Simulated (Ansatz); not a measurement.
The relaxed structure here is a generated cell of SrTiO3: the first start was made by placing the elements on the sites of a structure type, and the end was not matched to a known phase here, so it may be hypothetical. Known forms of SrTiO3 include space group No. 221.

The end point of a relaxation of SrTiO$_{3}$. Calculation: r2SCAN (plane waves to 500 eV, PAW, scalar-relativistic; Ansatz, a quantum-chemistry and plane-wave program).

```cif
data_O6Sr2Ti2
_chemical_formula_sum 'Sr2 Ti2 O6'
_space_group_name_H-M_alt 'P 1'
_space_group_IT_number 1
_cell_length_a 5.53012
_cell_length_b 5.53012
_cell_length_c 5.53012
_cell_angle_alpha 60.005
_cell_angle_beta 60.005
_cell_angle_gamma 60.005
loop_
_space_group_symop_operation_xyz
  'x, y, z'
loop_
_atom_site_label
_atom_site_type_symbol
_atom_site_fract_x
_atom_site_fract_y
_atom_site_fract_z
_atom_site_occupancy
Sr1 Sr 0.26297 0.26297 0.26297 1
Sr2 Sr 0.76297 0.76297 0.76297 1
Ti1 Ti 0.01437 0.01437 0.01437 1
Ti2 Ti 0.51437 0.51437 0.51437 1
O1 O 0.75788 0.23804 0.27703 1
O2 O 0.27703 0.75788 0.23804 1
O3 O 0.23804 0.27703 0.75788 1
O4 O 0.77703 0.73804 0.25788 1
O5 O 0.25788 0.77703 0.73804 1
O6 O 0.73804 0.25788 0.77703 1
```

Q: Determine the symmetry and give the standard cell with its independent sites.

A: Space group R3c, hexagonal axes (No. 161); a = b = 5.5305 Å, c = 13.5455 Å, α = β = 90.00°, γ = 120.00°

```tsv
atom	site	symmetry	x	y	z
Sr	6a	3.	0.0000	0.0000	0.2630
Ti	6a	3.	0.0000	0.0000	0.0144
O	18b	1	0.1471	0.3331	0.0910
```

Q: Give the shortest distances between elements (the closest pairs, up to four, under 3.6 Å).

A: O–Ti 1.91 Å; O–Sr 2.66 Å; O–O 2.77 Å; Sr–Ti 3.37 Å.

The volume per atom is 11.96 Å³ and the band gap comes out as 2.48 eV, direct at Γ (no spin-orbit coupling).

No spin polarisation in the result.

The run could not lose the symmetry of its start, so the end can be a saddle point.
